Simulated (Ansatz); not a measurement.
A generated cell, not matched to a known phase here, of Cd$_{2}$O: Pn-3m, origin choice 1 (No. 224), cP6; a = b = c = 4.988 Å, α = β = γ = 90.00°; Cd 4c (0.750, 0.750, 0.750); O 2a (0.000, 0.000, 0.000). Method: PBEsol (plane waves to 420 eV, PAW, scalar-relativistic; Ansatz, a program for electronic structure). Element references, the lowest calculated here: Cd (P6₃/mmc), O (C2/m, ferromagnetic, forced by one molecule a cell; α-O2 is antiferromagnetic); gases are represented by their molecular solids.

Total energies (eV/atom, σ → 0; comparable only within this code, potentials and settings):

| phase | E (eV/atom) |
|---|---|
| Cd2O (Pn-3m) | -5642.410 |
| Cd (P6₃/mmc) | -8184.063 |
| O (C2/m) | -558.291 |
| CdO (Fm-3m) | -4372.242 |

Problem. What is the formation energy of this Pn-3m form of Cd2O from the elements?

Solution. E_f = -5642.410 − [2 × (-8184.063) + 1 × (-558.291)] / 3 = -0.27 eV/atom (-0.8 eV per formula unit).

Problem. How does this cell stand against the other phases calculated?

Solution. It lies 0.44 eV/atom above their hull: Cd2O → Cd + CdO (CdO Fm-3m, Cd P6₃/mmc) releases that much. A lower structure of this composition may exist.

Hull of the energies calculated here, no anion corrections, zero temperature, no zero-point energy; an uncalculated phase could lie lower. Values are rounded to 0.01 eV/atom. Not shown to be the ambient phase of their composition (a lower form may be missing, and a cell relaxed within its start's symmetry can be a saddle point): Cd2O (Pn-3m). The compounds carry no spin polarisation.
